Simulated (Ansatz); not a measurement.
## Convergence test, TeAs2

Computed with DFT PBEsol, scalar-relativistic, plane waves, PAW (Ansatz).

```yaml
crystal:
  lattice:
    - [-3.55645, 3.55645, 2.94052]
    - [3.55645, -3.55645, 2.94052]
    - [3.55645, 3.55645, -2.94052]
  atoms:
    - { symbol: Te, position: [0.75000, 0.25000, 0.50000] }
    - { symbol: Te, position: [0.00000, 0.00000, 0.00000] }
    - { symbol: As, position: [0.37500, 0.62500, 0.25000] }
    - { symbol: As, position: [0.37500, 0.12500, 0.75000] }
    - { symbol: As, position: [0.37500, 0.62500, 0.75000] }
    - { symbol: As, position: [0.87500, 0.62500, 0.25000] }
```

The plane-wave cutoff is 420 eV. The occupation rule is Gaussian smearing, 0.1 eV and the spin treatment is unpolarised.

The atoms stay fixed while the k-point mesh is varied. ΔE is the energy extrapolated to zero smearing, less that of the reference run (12×12×12). The cell isn't necessarily relaxed at this level. The meshes are Γ-centred. Spin–orbit coupling is left out. Pressure is positive in compression.

Times are rough; the reference took 22 s on 1 thread of AMD EPYC 9R45 96-Core Processor (Zen 5), with other jobs on the host, peak memory 1.1 GiB.

(1) One run gave ΔE = -1756 meV/atom and P = -18.28 GPa. Which k-point mesh did it use, of 1×1×1, 2×2×2, 4×4×4, 6×6×6, 8×8×8, 10×10×10?

Answers

(1) 1×1×1. All runs:

```
    mesh  ΔE (meV/atom) P (GPa) irreducible points wall time (s)
   1×1×1          -1756   -18.28                   1           0.49
   2×2×2            296    -3.92                   4           0.79
   4×4×4           20.3    -4.50                  13              2
   6×6×6           1.34    -3.96                  30            4.3
   8×8×8          -0.39    -3.78                  59            9.6
10×10×10          -0.28    -3.77                 102             19
12×12×12           0.00    -3.76                 163             22
```